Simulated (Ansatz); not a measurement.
Values for one crystal, relaxed and computed with r²SCAN in the plane-wave PAW code Ansatz; other levels are named.

```yaml
volume_per_atom: 18.77 Å³
electronic_character: metallic (no gap)
Gap with spin–orbit coupling: none (metallic)
Density of states at the Fermi level: 0.26 states/eV per atom (mean over ±0.08 eV)
Elastic constants (relaxed ions, GPa): C11 = 174, C12 = 86.7, C13 = 17.4, C33 = 206, C44 = -12.8
Bulk modulus (Birch–Murnaghan fit): 88.6 GPa
mechanical_stability: unstable (C has a negative eigenvalue)
```

Question: Pick the material that matches.
(A) Mg, simple hexagonal
(B) Ru, hcp (Mg type)
(C) Ag, simple hexagonal
(D) Mo, bcc (W type)

Answer: C, Ag, simple hexagonal

Space group P6/mmm (simple hexagonal). The start of the workflow was typed in or built on a structure type; neither database checked (COD, Materials Project) lists it. It is not the phase usual at ambient conditions (space group No. 225). The cell was relaxed with r²SCAN under the symmetry of its start. No spin polarisation was allowed. As this level gives no gap, shear constants depend on the k-mesh and smearing (Fermi–Dirac, 0.1 eV here). Scalar-relativistic: spin–orbit coupling is off unless named, which matters more the heavier the elements.

Potentials: the earlier of the program's two PAW sets.
